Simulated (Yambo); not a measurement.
Material: Rb$_{2}$YAgF$_{6}$ (space group Fm-3m, No. 225); a = b = c = 6.4251 Å, α = β = γ = 60.00° (10 atoms in the cell). The geometry is that of Materials Project entry mp-1110786, symmetrised and not relaxed again.

With PBEsol (Quantum ESPRESSO, PseudoDojo norm-conserving, 84 Ry, no spin-orbit coupling), the gap between the mesh's edge points (L → Γ) is 2.681 eV.

Task: By how much does one-shot G0W0 (Yambo; 2×2×2 Γ-centred k mesh, bands 6 to 282 and a 7 Ry block in the screening, 282 bands in G with the Bruneval-Gonze terminator, plasmon pole fitted at 27.2 eV) open this gap, and what gap results?

Result: The correction is 3.294 eV, giving 5.975 eV, 2.2 times the PBEsol value.  Nearest settings tried, and what they do to the gap: 115 bands in W, 115 bands in G: +378 meV. Not varied: block, mesh. So the settings aren't converged at that level. The k mesh is coarse. Spin-orbit splittings are left out.

The structure is a Materials Project entry; no match was found in the copy of COD used, and its stability was not checked.
